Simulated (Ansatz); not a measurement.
**E(M) for ReOs (P-6m2)**

```
CELL_PARAMETERS angstrom
2.75733 0.00000 0.00000
-1.37867 2.38792 0.00000
0.00000 0.00000 4.38243
ATOMIC_POSITIONS crystal
Re 0.66667 0.33333 0.50000
Os 0.00000 0.00000 0.00000
```

The geometry is a structure from the Materials Project, held fixed and not relaxed.

Settings: PBEsol, 14×14×8 k mesh, Fermi–Dirac smearing of 0.05 eV. PAW means Ansatz 0.2.0 on its default frozen-core files; LAPW is all-electron LAPW in Ansatz 0.2.0. Site moments are integrated in spheres about the atoms, whose radii differ between the methods. Start moments of the first PAW run (μB): Re1 1.5, Os2 1.

The total moment M of the cell is held by giving each spin its own Fermi level. Half their difference over μB is the field that would hold M, so μB·B = dF/dM. Energies count from each method's free run. The held moment starts spread evenly over Re1, Os2.

The free PAW run: The moments died out: the run ends unmagnetised.

| M (μB/cell) | ΔF PAW (meV/cell) | ΔF LAPW (meV/cell) | B, PAW (T) | largest site moment, PAW (μB) | pressure, PAW (GPa) |
| --- | --- | --- | --- | --- | --- |
| 0.00 | 0.0 | – | – | 0.00 | -6.5 |
| 0.10 | +2.0 | +2.0 | +700 | 0.04 | -6.5 |
| 0.30 | +21.2 | +21.2 | +2777 | 0.13 | -6.4 |
| 0.60 | +99.9 | – | +6349 | 0.27 | -5.8 |
| 1.00 | +301.6 | – | +11161 | 0.43 | -4.0 |
| 1.60 | +775.2 | +773.8 | +15824 | 0.68 | 0.1 |
| 2.40 | +1669.5 | +1666.1 | +22062 | 0.99 | 8.4 |

Fit ΔF = E₀ + a₂M² + a₄M⁴ to the PAW points up to M = 1.00 μB, leaving out M = 0.30. What does the fit give, and how well does it predict the point left out?

E₀ = -0.3 meV, a₂ = +265.30 meV/μB², a₄ = +36.605 meV/μB⁴, with a worst miss of 0.3 meV. At M = 0.30 it gives +23.8 meV against the computed +21.2. Since a₂ > 0 the fit has its minimum at M = 0.

Check μB·B = dF/dM between M = 1.60 and 2.40 μB with the PAW numbers.

ΔF/ΔM = +894.3 meV / 0.80 = +1117.9 meV per μB, which is +19313 T with μB = 0.05788 meV/T. The mean of the two holding fields is +18943 T. The slope equals the mean of B over the step, so the two agree where B(M) is nearly straight between its ends, and here they lie within a tenth of each other.

Separate runs put a uniform field on the spins (g = 2):

```json
{"field (T)": "500", "M PAW (μB/cell)": "0.073", "M LAPW (μB/cell)": "0.073"}
{"field (T)": "1000", "M PAW (μB/cell)": "0.137", "M LAPW (μB/cell)": "0.137"}
```

The PAW files were made with PBE; the program remakes their cores once for the run's functional and then keeps them frozen. The Ansatz runs typed with the search for lower states off end where their start leads. Spin–orbit coupling is left out although heavy atoms are present. These are results for the start and cell typed. The real compound can order otherwise, in a larger cell, or not at all, since semilocal functionals at zero temperature often overstate magnetism.
